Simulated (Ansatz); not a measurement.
A scan (energy over volume and axial ratio; atoms clamped) gave these values. Computed with PBE (plane waves to 420 eV, PAW, scalar-relativistic; Ansatz, a first-principles code).

| Quantity | Result |
|---|---|
| Shear modulus C′ = (C11 − C12)/2 (fit, atoms clamped) | 46 GPa |

**Question.** Of these crystals, all scanned alike, which one is it?
A. Mg₂Si (antifluorite type, space group Fm-3m)
B. BAs (zinc blende)
C. AlAs (zinc blende)
D. TiC (rock salt)

**Answer.** A, Mg₂Si (antifluorite type, space group Fm-3m). The others have, for the shear modulus C′ = (C11 − C12)/2: AlAs 27 GPa, BAs 102 GPa, TiC 194 GPa

All were relaxed with their symmetry unable to fall. TiC is run without spin polarisation. As the smearing reaches across the gap at some points, the response to shear is sensitive to the k mesh, so small differences along c/a are uncertain.

(Under strain, the slope of the energy per volume gives the stress and its curvature an elastic modulus.)
